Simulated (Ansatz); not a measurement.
## Trigonal deformation path in As

Level of theory: DFT r2SCAN, scalar-relativistic, plane waves, PAW (Ansatz 0.2.0). Settings: plane waves to 500 eV, k-mesh 20×20×20 (Γ-centred), Gaussian smearing 0.15 eV. No spin polarisation. Energies are free energies at this smearing, counted from the undisturbed cell; pressure is positive in compression.

Zero of the scan (as given, not relaxed at this level; it stands at 0.2 GPa; this simple cubic form isn't the usual structure):

```yaml
crystal:
  lattice:
    - [2.70368, 0.00000, 0.00000]
    - [0.00000, 2.70368, 0.00000]
    - [0.00000, 0.00000, 2.70368]
  atoms:
    - { symbol: As, position: [0.50000, 0.50000, 0.50000] }
```

At fixed volume and fractional coordinates, lengths along (0.577, 0.577, 0.577) are scaled against those across it; ρ is that ratio over its starting value. The cell is metallic on the mesh throughout. At ρ = 0.500 the cell becomes cubic (Im-3m); At ρ = 2.000 the cell becomes cubic (Fm-3m), and there the slope of the energy vanishes by symmetry.

| ρ | ΔE (meV/atom) | pressure (GPa) |
| --- | --- | --- |
| 0.500 | 469.4 | -3.7 |
| 0.710 | 243.5 | -1.5 |
| 1.000 | 0.0 | 0.2 |
| 2.000 | 603.2 | -2.8 |